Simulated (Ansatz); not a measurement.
Computed with DFT PBE, scalar-relativistic, plane waves, PAW (Ansatz). Settings: cutoff 420 eV, Γ-centred meshes spaced at most about 0.3 Å⁻¹, and about 0.25 Å⁻¹ or finer for metals (2π included), Gaussian smearing. No spin polarisation in the final relaxations.

All energies are static (0 K, no zero-point motion).

Compare these two cells of Sn4As, each relaxed at this level.

A.

```
Sn As
1.0
    -3.49488    3.49488    3.08690
     3.49488   -3.49488    3.08690
     3.49488    3.49488   -3.08690
Sn As
4 1
Direct
  0.06322 0.49422 0.00000
  0.49422 0.06322 0.00000
  0.49422 0.49422 0.43100
  0.06322 0.06322 0.56900
  0.88489 0.88489 0.00000
```

B.

```
Sn As
1.0
    -3.37717    3.37717    3.37717
     3.37717   -3.37717    3.37717
     3.37717    3.37717   -3.37717
Sn As
4 1
Direct
  0.00000 0.00000 0.50000
  0.50000 0.00000 0.00000
  0.50000 0.50000 0.50000
  0.00000 0.50000 0.00000
  0.00000 0.00000 0.00000
```

Question: Which form is favoured at zero pressure, and by what margin per atom?

Answer: A is lower, by 86 meV/atom. A has space group I4mm (No. 107), 30.2 Å³/atom and no gap on its mesh; B has space group Im-3m (No. 229), 30.8 Å³/atom and no gap. Counting Sn atoms around As (those within 1.25 times the shortest such distance or 1.15 times the sum of covalent radii; a plus sign parts nearer from farther groups), A has As 4+4 and B has As 8. Even the lower one lies +0.16 eV/atom against the reference forms of the elements (uncorrected), so neither is stable at this level. Both come from invented guesses. A third cell relaxed alike, in P4/mmm, lies 20 meV/atom below the lower of the two.

A magnetic state wasn't ruled out in cells without spin, among them I4mm, Im-3m. Cells relaxed within their symmetry can be saddle points. The I4mm cell of Sn4As came from shaking the Im-3m one.
